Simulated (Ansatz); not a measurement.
Q: Each is relaxed and computed with r²SCAN in the plane-wave PAW code Ansatz. Which is the only one with a gap?
A. SiBMo, Cmcm (Si on 4c, B on 4c, Mo on 4c)
B. SiB6, R-3m (B on 18h, B on 18h, Si on 6c)
C. Si3N4, I-43d (N on 16c, Si on 12b)
D. SiNi2, Pnma (Si on 4c, Ni on 4c, Ni on 4c)

A: C, Si3N4, I-43d (N on 16c, Si on 12b). Si3N4: gap 4.74 eV (indirect); SiBMo: metal; SiB6: metal; SiNi2: metal. Typed or built starts, not in the databases checked: SiBMo, Cmcm (Si on 4c, B on 4c, Mo on 4c); SiB6, R-3m (B on 18h, B on 18h, Si on 6c). Not the usual ambient phase: Si3N4, I-43d (N on 16c, Si on 12b). All cells were relaxed under the symmetry of their starts (and spin orders); stability against distortions was not tested throughout. Named crystals with no word on spin ran without spin polarisation. Scalar-relativistic: spin–orbit coupling is off unless named, which matters more the heavier the elements.

Potentials: the earlier of the program's two PAW sets. The files were generated under PBE; for other functionals the program regenerates the frozen cores, and for LDA and PBEsol the local potential too.
